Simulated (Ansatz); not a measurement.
Input, command and steps of an Ansatz relaxation.

```yaml
crystal:
  lattice:
    - [2.8387875951, 0.0, 0.0]
    - [-1.4193937975, 2.4895033624, 0.0]
    - [0.0, 0.0, 9.3884931794]
  atoms:
    - { symbol: Ag, position: [0.0, 0.0, 0.0] }
    - { symbol: Ag, position: [0.0, 0.0, 0.5] }
    - { symbol: Ag, position: [0.3333333333, 0.6666666667, 0.25] }
    - { symbol: Ag, position: [0.6666666667, 0.3333333333, 0.75] }
basis:
  ecutwfc: 420
kpoints:
  mp_grid: { grid: [24, 24, 6] }
hamiltonian:
  xc: pbesol
scf:
  occupations: { method: gaussian, width: 0.1 }
output:
  forces: true
  stress: true
  eigenvalues: true
relax:
  adjacent_minimum: "off"
  f_tol: 0.008
  max_steps: 40
  cell: { stress_tol: 0.015, fix: [a, angles] }
```

```bash
ansatz run input.yaml --threads 1 --pin off --max-ram 2560MiB --backend cpu --events-out ev --progress --plain --runs-dir out
```

Theory: Ansatz, DFT PBEsol, scalar-relativistic, plane waves, PAW.

Of 5 frames 4 are shown, positions in Å and forces in eV/Å; the SCF threshold varies from step to step. Steps run on the plane waves of an earlier cell, with a Pulay correction in the pressure. The basis is chosen afresh for the last frame, the zero of the energies, and at times for earlier ones too; energy and pressure step there, also at an unchanged geometry.

```xyz
4
Lattice="2.8388 0.0000 0.0000 -1.4194 2.4895 0.0000 0.0000 0.0000 9.3885" Properties=species:S:1:pos:R:3:forces:R:3 pbc="T T T" step=1 free_energy_over_end_meV_per_atom=0.10 pressure_GPa=0.58
Ag    0.0000    0.0000    0.0000    0.0000    0.0000    0.0000
Ag    0.0000    0.0000    4.6942    0.0000    0.0000    0.0000
Ag    0.0000    1.6597    2.3471    0.0000   -0.0186    0.0000
Ag    1.4194    0.8298    7.0414    0.0000    0.0186    0.0000
4
Lattice="2.8388 -0.0004 0.0000 -1.4198 2.4910 0.0000 0.0000 0.0000 9.4085" Properties=species:S:1:pos:R:3:forces:R:3 pbc="T T T" step=2 free_energy_over_end_meV_per_atom=0.02 pressure_GPa=0.26
Ag    0.0000    0.0000    0.0000    0.0000    0.0000    0.0000
Ag    0.0000    0.0000    4.7042    0.0000    0.0000    0.0000
Ag   -0.0004    1.6468    2.3521   -0.0003   -0.0041    0.0000
Ag    1.4194    0.8437    7.0564    0.0003    0.0041    0.0000
4
Lattice="2.8388 -0.0002 0.0000 -1.4196 2.4903 0.0000 0.0000 0.0000 9.4017" Properties=species:S:1:pos:R:3:forces:R:3 pbc="T T T" step=3 free_energy_over_end_meV_per_atom=0.01 pressure_GPa=0.37
Ag    0.0000    0.0000    0.0000    0.0000    0.0000    0.0000
Ag    0.0000    0.0000    4.7008    0.0000    0.0000    0.0000
Ag   -0.0003    1.6430    2.3504    0.0000    0.0001    0.0000
Ag    1.4195    0.8471    7.0513    0.0000   -0.0001    0.0000
4
Lattice="2.8388 -0.0004 0.0000 -1.4197 2.4909 0.0000 0.0000 0.0000 9.4004" Properties=species:S:1:pos:R:3:forces:R:3 pbc="T T T" step=5 free_energy_over_end_meV_per_atom=0.00 pressure_GPa=0.36
Ag    0.0000    0.0000    0.0000    0.0000    0.0000    0.0000
Ag    0.0000    0.0000    4.7002    0.0000    0.0000    0.0000
Ag   -0.0006    1.6432    2.3501    0.0000    0.0000    0.0000
Ag    1.4196    0.8474    7.0503    0.0000    0.0000    0.0000
```

Time: 8 min on 1 thread of AMD EPYC 7R13 Processor (Zen 3), with other jobs on the host, peak memory 2.3 GiB.